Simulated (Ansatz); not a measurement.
# SnO$_{2}$: excitons and shallow donors from band masses and screening

Computed with Ansatz 0.2.0, DFT r2SCAN, scalar-relativistic, plane waves, PAW.

Plane waves to 500 eV, a k mesh through Γ of 6×6×8 on the computed 6-atom cell and Gaussian smearing (0.02 eV); no spin polarisation.

Relaxed cell: P4_2/mnm, a = 4.760 Å, b = 4.760 Å, c = 3.201 Å, α = 90.00°, β = 90.00°, γ = 90.00°, 6 atoms in the primitive cell.

The calculation gives a Kohn–Sham gap of 1.77 eV, an electron mass of 0.215 mₑ and a hole mass of 1.42 mₑ (harmonic means over x, y, z and over the bands degenerate at each edge), and ε∞ = 4.07 (independent particles, mean of the diagonal). Masses and screening differ among the axes, which the isotropic model averages.

Estimate the binding energy and radius of a Wannier–Mott exciton and of a shallow donor, and say whether the hydrogenic model can hold.

The reduced mass is μ = mₙmₕ/(mₙ + mₕ) = 0.187 mₑ, with mₙ and mₕ the band masses. With E_b = 13.606 eV × μ/ε² and a = 0.529 Å × ε/μ (μ in mₑ) the exciton has E_b = 153 meV and a = 11.5 Å. For a donor μ is the electron mass: 177 meV and 10.0 Å. The exciton's radius is 4 times the shortest lattice vector (3.20 Å), so the continuum picture is reasonable. In a polar crystal the ions screen too, so a state bound more weakly than an optical phonon feels the larger static constant, which lowers the energy and widens the orbit. The other way, the small Kohn–Sham gap and the missing local fields make ε∞ too large and the masses tend to be too light, which underbinds.